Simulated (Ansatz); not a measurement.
Input and command of a plane-wave DFT calculation in Ansatz:

```yaml
crystal:
  lattice:
    - [0.0, 2.95197639, 2.95197639]
    - [2.95197639, 0.0, 2.95197639]
    - [2.95197639, 2.95197639, 0.0]
  atoms:
    - { symbol: In, position: [0.0, 0.0, 0.0] }
    - { symbol: P, position: [0.75, 0.75, 0.75] }
basis:
  ecutwfc: 420
kpoints:
  mp_grid: { grid: [10, 10, 10] }
hamiltonian:
  xc: pbe
scf:
  occupations: { method: gaussian, width: 0.02 }
output:
  forces: true
  stress: true
  eigenvalues: true
  write_density: true
  write_potential: true
  elf: true
  volumetric_format: npy
relax:
  adjacent_minimum: "off"
  f_tol: 0.005
  max_steps: 80
  cell: { stress_tol: 0.05 }
```

```bash
ansatz run input.yaml --threads 4 --pin off --max-ram 8192MiB --backend cpu --events-out ev --progress --plain --runs-dir out
```

Processor: Intel(R) Xeon(R) Platinum 8259CL CPU @ 2.50GHz (Skylake/Cascade Lake), 4 threads, on a host shared with other jobs.

Q: How long does it run, and how much memory does it take?

A: About 5.6 s on 4 threads of Intel(R) Xeon(R) Platinum 8259CL CPU @ 2.50GHz (Skylake/Cascade Lake), on a shared host, peak memory 0.45 GiB. It solves 13 bands at 47 k points (the mesh reduced by the symmetry that the task leaves, which can be less than the crystal's) with about 1037 plane waves (on the last cell), in 22 SCF iterations over 4 ionic steps.
